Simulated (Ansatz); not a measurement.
Space group P4/mmm (No. 123). a = 2.639 Å, b = 2.639 Å, c = 10.619 Å, α = 90.00°, β = 90.00°, γ = 90.00°
| atom | site | symmetry | x | y | z |
| --- | --- | --- | --- | --- | --- |
| Mn | 1d | 4/mmm | 0.5000 | 0.5000 | 0.5000 |
| Cu | 1a | 4/mmm | 0.0000 | 0.0000 | 0.0000 |
| Cu | 2h | 4mm | 0.5000 | 0.5000 | 0.1633 |
| Cu | 2g | 4mm | 0.0000 | 0.0000 | 0.3281 |

Equation of state of this MnCu$_{5}$ structure (not necessarily the ground state), with shape and atoms relaxed at each volume where symmetry leaves them free. It has no gap at any of these volumes. Method: DFT PBE, scalar-relativistic, plane waves, PAW (Ansatz).

Plane waves to 420 eV, a k mesh through Γ of 14×14×4 on the computed 6-atom cell and Gaussian smearing (0.10 eV); collinear spin from starting moments 3.5 0.0 0.0 0.0 0.0 0.0 μB.

```json
{"V (Å³/atom)": "10.848", "E − E(largest V) (meV/atom)": "38.89", "P (GPa)": "19.56"}
{"V (Å³/atom)": "11.218", "E − E(largest V) (meV/atom)": "0.84", "P (GPa)": "13.47"}
{"V (Å³/atom)": "11.588", "E − E(largest V) (meV/atom)": "-23.64", "P (GPa)": "7.90"}
{"V (Å³/atom)": "11.957", "E − E(largest V) (meV/atom)": "-36.47", "P (GPa)": "3.44"}
{"V (Å³/atom)": "12.327", "E − E(largest V) (meV/atom)": "-40.48", "P (GPa)": "-0.01"}
{"V (Å³/atom)": "12.697", "E − E(largest V) (meV/atom)": "-36.47", "P (GPa)": "-3.48"}
{"V (Å³/atom)": "13.067", "E − E(largest V) (meV/atom)": "-24.93", "P (GPa)": "-6.45"}
{"V (Å³/atom)": "13.560", "E − E(largest V) (meV/atom)": "0.00", "P (GPa)": "-9.63"}
```

Q: Fit a third-order Birch–Murnaghan equation, E = E0 + (9V0B0/16)·[(x − 1)³B0' + (x − 1)²(6 − 4x)] with x = (V0/V)^(2/3), to E(V).

A: V0 = 12.30 Å³/atom, B0 = 119 GPa, B0' = 4.1.

The cell was found from a structure generator's guess, not taken from experiment.
